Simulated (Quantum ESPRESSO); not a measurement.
## Ga2AlInP4 (a curve over strain)

Simulated, not a measurement. The program is pw.x of Quantum ESPRESSO 7.5 (plane-wave density functional theory). The cell is made up: 8 atoms on a zincblende/diamond lattice, with randomly drawn elements, strain and displacements, not relaxed. PseudoDojo standard norm-conserving files (v0.5 for PBE, v0.4.1 for LDA and PBEsol) set the functional; there is no spin polarisation, spin-orbit coupling or dispersion term, and the masses in the input are unused placeholders.

Seven runs add a strain to one cell (along z); the atoms follow the cell and are not relaxed. Stress in the table is positive in tension.

Input of the run at -0.0008:

```
&control calculation='scf', pseudo_dir='./dojo.nc.sr.pbe.v0_5.standard.upf', outdir='./o', disk_io='medium', tprnfor=.true., tstress=.true. /
&system ibrav=0, nat=8, ntyp=4, nbnd=37, ecutwfc=79.96652505, nosym=.true., tot_charge=0,
 occupations='smearing', smearing='fd', degauss=0.0018374661
/
&electrons conv_thr=7.350e-09, electron_maxstep=60, /
ATOMIC_SPECIES
Al 1.0 Al.upf
Ga 1.0 Ga.upf
In 1.0 In.upf
P 1.0 P.upf
CELL_PARAMETERS angstrom
5.7985 -0.0044 -0.0213
-0.0044 5.7732 0.0247
-0.0213 0.0247 5.6757
ATOMIC_POSITIONS angstrom
Ga 0.0057 0.0177 -0.0551
Al 0.006 2.9166 2.8458
Ga 2.9578 0.0966 2.8354
In 2.8659 2.8184 0.0089
P 1.4497 1.4413 1.4028
P 1.4175 4.2961 4.2334
P 4.3141 1.4228 4.209
P 4.2701 4.3251 1.4613
K_POINTS automatic
4 4 4 1 1 1
```

```
added strain  free energy less that of the input shown (eV)  stress xx (GPa)  stress yy (GPa)  stress zz (GPa)  stress xy (GPa)  pressure (GPa)  iterations
     -0.0243                                        -0.0365             2.95             2.66             0.20            -0.76           -1.94          10
     -0.0213                                        -0.0352             3.08             2.80             0.49            -0.75           -2.12          10
     -0.0008                                         0.0000             3.90             3.63             2.42            -0.69           -3.32          10
     +0.0055                                         0.0202             4.12             3.86             3.00            -0.67           -3.66          10
     +0.0129                                         0.0494             4.37             4.11             3.67            -0.65           -4.05          10
     +0.0175                                         0.0704             4.51             4.26             4.08            -0.64           -4.28          10
     +0.0203                                         0.0843             4.60             4.35             4.32            -0.64           -4.42          10
```

A cubic fit gives a slope of stress zz against the added strain of 92 GPa at zero added strain, with the atoms clamped. Across the table the free energy follows the integral of the stress to within 0.7 meV. A rerun of one of the cells at 1377 eV and a 6 x 6 x 6 mesh moved values by no more than 0.008 eV in energy, 0.02 GPa in stress and 0.002 eV/Å in force.